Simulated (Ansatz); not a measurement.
BaTiO$_{3}$ (tetragonal-perovskite type, space group P4mm)

```xyz
5
Lattice="3.9555 0.0000 0.0000 0.0000 3.9555 0.0000 0.0000 0.0000 4.0461" Properties=species:S:1:pos:R:3 pbc="T T T"
Ti     1.9777     1.9777     1.8090
Ba     0.0000     0.0000     3.7706
O      1.9777     1.9777     3.6488
O      1.9777     0.0000     1.6693
O      0.0000     1.9777     1.6693
```

Grid over V/V₀ and (c/a)/(c/a)₀, subscript 0 meaning the relaxed cell; the conventional c axis lies along z; no internal relaxation.

The numbers are results of PBEsol (plane waves to 420 eV, PAW, scalar-relativistic; Ansatz, a program for electronic structure), not measurements. k mesh 8×8×8 (Γ-centred), Fermi-Dirac smearing 0.05 eV. E stands for the smeared free energy. As the atoms are clamped, bonds stretch with the cell, which overstates energies and stresses. BaTiO3 is run without spin polarisation. BaTiO3 was relaxed with its symmetry unable to fall. The PAW data are Ansatz's earlier set.

Changes of ΔE (meV/atom) from the point V/V₀ = 1.000, (c/a)/(c/a)₀ = 1.000 when one coordinate moves alone (two changes are said to add if the coupling is within 5 % of the smaller one, nearly so within 20 %):

```
point                               change
----------------------------------  ------
V/V₀ = 1.000, (c/a)/(c/a)₀ = 0.960    9.24
V/V₀ = 1.000, (c/a)/(c/a)₀ = 0.980    2.21
V/V₀ = 0.920, (c/a)/(c/a)₀ = 1.000   51.77
V/V₀ = 0.960, (c/a)/(c/a)₀ = 1.000   11.99
V/V₀ = 1.040, (c/a)/(c/a)₀ = 1.000   10.37
V/V₀ = 1.080, (c/a)/(c/a)₀ = 1.000   38.68
V/V₀ = 1.000, (c/a)/(c/a)₀ = 1.020    2.08
V/V₀ = 1.000, (c/a)/(c/a)₀ = 1.040    8.03
```

Question: Do the two effects add at V/V₀ = 1.040, (c/a)/(c/a)₀ = 1.040? Give the computed change.

Answer: The sum of the single changes is 10.37 + (8.03) = 18.40; the calculation gives 17.12, so the coupling contributes -1.28 (under 20 % of the smaller single change, nearly additive).

Question: Do the two effects add at V/V₀ = 0.920, (c/a)/(c/a)₀ = 0.960? Give the computed change.

Answer: The sum of the single changes is 51.77 + (9.24) = 61.01; the calculation gives 63.43, so the coupling contributes 2.42 (over 20 % of the smaller single change, not additive).

Question: What is the change at V/V₀ = 0.960, (c/a)/(c/a)₀ = 0.980, where both move, and how far is it from the sum?

Answer: The sum of the single changes is 11.99 + (2.21) = 14.20; the calculation gives 14.42, so the coupling contributes 0.22 (under 20 % of the smaller single change, nearly additive).

(A scan under strain: stresses follow from slopes of the energy per volume, elastic moduli from its curvatures.)
